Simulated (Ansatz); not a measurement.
**Calculated with Ansatz: Sr2BP2, settings compared**

The input file (Ansatz 0.2.0, plane waves):

```yaml
crystal:
  lattice:
    - [0.0, 0.0, 5.638908]
    - [6.42841, -3.39554, 2.819454]
    - [6.42841, 3.39554, -2.819454]
  atoms:
    - { symbol: Sr, position: [0.3364, 0.0147, 0.6875] }
    - { symbol: Sr, position: [0.6636, 0.9853, 0.3125] }
    - { symbol: Sr, position: [0.1636, 0.6875, 0.0147] }
    - { symbol: Sr, position: [0.8364, 0.3125, 0.9853] }
    - { symbol: B, position: [0.25, 0.5, 0.5] }
    - { symbol: B, position: [0.75, 0.5, 0.5] }
    - { symbol: P, position: [0.348, 0.7393, 0.4353] }
    - { symbol: P, position: [0.652, 0.2607, 0.5647] }
    - { symbol: P, position: [0.152, 0.4353, 0.7393] }
    - { symbol: P, position: [0.848, 0.5647, 0.2607] }
  symmetry: { tolerance: 0.0003 }
kpoints:
  mp_grid: { grid: [4, 4, 4], shift: [0, 0, 0] }
magnetization:
  spin_polarized: false
scf:
  occupations: { method: fermi_dirac }
hamiltonian:
  pseudopotentials: { kind: paw }
  xc: pbesol
basis:
  ecutwfc: 420
output:
  forces: true
  stress: true
  eigenvalues: true
```

Launch command:

```bash
ansatz run input.yaml --threads 1 --pin off --max-ram 2560MiB --backend cpu --events-out ev --progress --plain --runs-dir out
```

Origin of the cell: a known structure type with other elements, at an estimated volume, so it need not be a known compound.

The smearing width isn't typed, so it takes its default of 0.1 eV.

Output of this run (shortened):

```
Pseudopotentials: kind: paw
Pseudopotential: Sr, paw, valence charge 10, recommended cutoff 420 eV (normal), Sr.paw.azcp
Pseudopotential: B, paw, valence charge 3, recommended cutoff 420 eV (normal), B.paw.azcp
Pseudopotential: P, paw, valence charge 5, recommended cutoff 420 eV (normal), P.paw.azcp
Functional definition: PBEsol
  exchange = pbesol_x
  correlation = pbesol_c
Crystal: 10 atoms, lattice volume = 246.171 Å³
Basis set: ecut = 420 eV, 4839 PW (Γ), exchange–correlation on 80×108×108 points (8 copies of the dense FFT grid, shifted against one another)
Bands: 43, of which v1, the nominal top of the filled ones, is band 33 counted from 1 (32 counted from 0)
Symmetry: 8 space group operations
Space group: Ibam (ITA 72), of the structure as read, at distance tolerance 1.9e-3 Å
k-points: 18 of 64
[… 8 lines left out …]
Initial density: superposition of atomic densities (neutral atoms: chi_scale 0, normalization atom), corrected by the library's trained network
Functional: x = pbesol(κ = 0.804, μ = 0.123457), c = pbesol(β = 0.046)
SCF iter   1: F=—  HF=-17238.976765 eV  Δρ=4.11e-3  dr2=7.27e-2
SCF iter   2: F=—  HF=-17238.962965 eV  Δρ=2.15e-3  dr2=1.93e-2
SCF iter   3: F=—  HF=-17238.958442 eV  Δρ=4.99e-4  dr2=1.09e-3
SCF iter   4: F=—  HF=-17238.958447 eV  Δρ=1.54e-4  dr2=7.90e-5
SCF iter   5: F=—  HF=-17238.958442 eV  Δρ=3.71e-5  dr2=8.30e-6
SCF iter   6: F=—  HF=-17238.958442 eV  Δρ=1.17e-5  dr2=1.27e-6
SCF iter   7: F=-17238.958441 eV  HF=-17238.958441 eV  Δρ=3.24e-6  dr2=9.31e-8
SCF 1 converged in 7 iterations: F = -17238.958441 eV  dr2 = 9.31e-8
SCF converged after 7 iterations
Free energy (F): -17238.958441 eV
Harris-Foulkes:  -17238.958441 eV  (|F-HF|=5.13e-8)
Internal energy: -17238.765189 eV  (E = F + TS)
E sigma→0 (E₀):  -17238.861815 eV
Entropy (-TS):   -0.193252 eV (-19.325 meV/atom)
Fermi energy:    7.941823 eV
--- Per-component energies (eV) ---
  E_band       = -384.378991
  E_kinetic    = 1342.746263
  E_local      = -2992.380152  (includes V_loc(G=0)·N_el)
  E_nonlocal   = 970.904325
  E_hartree    = 727.291857
  E_xc         = -989.779565
  E_vxc        = -958.896677  (∫ρ·V_xc dr)
  E_paw        = -12944.439314  (= ΣΔE_a)
  E_vpaw       = -201.337504  (= ΣTr[D̂ρ^β])
  E_aug_tail   = 0.000001  (compensation charges beyond the density's cutoff)
  E_ewald      = -3353.859801
  E_core_change = 0.751196  (= ΣΔE_core)
  E_smearing   = -0.193252  (= −TS)
  Σ components = -17238.958441   (vs F -17238.958441, Δ=0.00e0)
--- Forces (eV/Å), atoms counted from 1 ---
  atom   1  Sr     0.724443    -0.989784     0.000000
  atom   2  Sr    -0.724443     0.989784     0.000000
[… 3 lines left out …]
  atom   6  B     -0.000000     0.000000     0.000000
  atom   7  P      0.011024     0.096867    -0.000000
  atom   8  P     -0.011024    -0.096867     0.000000
  atom   9  P      0.011024    -0.096867     0.000000
  atom  10  P     -0.011024     0.096867     0.000000
  max |Σ_I F_I| component: 1.94e-16 eV/Å
--- Stress (GPa, compression-positive) ---
       -8.512807       0.000000       0.000000
        0.000000      -7.933729       0.000000
        0.000000       0.000000       0.483829
  P = ⅓ Tr σ = -5.3209 GPa (-53.209 kbar)
```

The same input was run again with these changes:

1. `scf.lower_state_search` default → light
2. `kpoints.mp_grid.shift` [0, 0, 0] → [0.5, 0.5, 0.5]; `scf.occupations.method` fermi_dirac → tetrahedron_uncorrected
3. `magnetization` { spin_polarized: false } → { spin_polarized: true } (starts: flip); `scf.mixing.preconditioner` default → local_kerker; typed moments: none
4. `scf.lower_state_search` default → light; `scf.initial_density.chi_scale` default → 0.1

| run | end | SCF iterations | P (GPa) | max force component (eV/Å) | moment (μB) | ΔE(σ→0) (meV/atom) |
| --- | --- | --- | --- | --- | --- | --- |
| base | converged | 7 | -5.32 | 0.990 | – | 0 |
| 1 | converged | 7 | -5.32 | 0.990 | – | 0.00 |
| 2 | converged | 7 | -5.36 | 1.011 | – | 5.20 |
| 3 | converged | 12 | -5.32 | 0.990 | 0.00 | 0.00 |
| 4 | converged | 8 | -5.32 | 0.990 | – | 0.00 |

Energies are compared only where functional, datasets, charge and starting cell are the same.

Caveats of the base run: the k mesh is coarse if the cell is a metal.

Run 2: the k mesh keeps only part of the crystal's symmetry.
Run 3: spin is on but no moment was typed.

The base run ran for 12 s on 1 thread of Arm Neoverse V2, with other jobs on the host, peak memory 0.51 GiB, from the program's own first density.
